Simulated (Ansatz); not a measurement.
Mo (bcc, W type)

```
Mo
1.0
   -3.16074     3.16074     3.16074
    1.58037    -1.58037     1.58037
    1.58037     1.58037    -1.58037
Mo
2
Direct
  0.00000   0.00000   0.00000
  0.50000   0.00000   0.00000
```

The atoms are displaced by Q × the pattern below (from a DFPT mode at N = (0.5, 0.0, 0.0), largest move 1; Q in Å), at fixed cell. (q is in reciprocal vectors of the primitive cell; the cell shown is doubled to hold the pattern.)

```csv
atom,x,y,z
Mo1,0.000,0.707,-0.707
Mo2,0.000,-0.707,0.707
```

Level of theory: PBE (plane waves to 420 eV, PAW, scalar-relativistic; Ansatz, a program for electronic structure). k mesh 21×21×21 (Γ-centred), Fermi-Dirac smearing 0.05 eV. The energy includes the smearing's −TS. With partly filled bands, energies and forces of such displacements shift with the k mesh and the smearing. Mo is run without spin polarisation. Mo was relaxed with its symmetry unable to fall. ΔE is measured from the undisplaced structure. The last digit holds for this mesh only.

```
Q (Å)   ΔE (meV/cell)
------  -------------
-0.180          358.3
-0.150          262.3
-0.120          174.7
-0.090          101.1
-0.060       withheld
-0.030           11.6
0.000             0.0
0.030            11.6
0.060        withheld
0.090           101.1
0.120           174.7
0.150           262.3
0.180           358.3
```

Q: Fit an even polynomial form (powers 2, 4) to the given rows and predict ΔE at Q = -0.060.

A: Least squares on the 11 given rows: ΔE = (12990)·Q² + (-59480)·Q⁴, in meV/cell with Q in Å; root-mean-square residual 0.13 meV/cell. At -0.060 the fit gives 46.0 meV/cell; the calculation gives 45.8 meV/cell, so the interpolation is off by 0.2 (+0.4 %). The quadratic term alone would give 46.8 meV/cell.

(For displaced atoms, the force is minus the slope of the energy, and its curvature is a force constant, which sets phonon frequencies.)
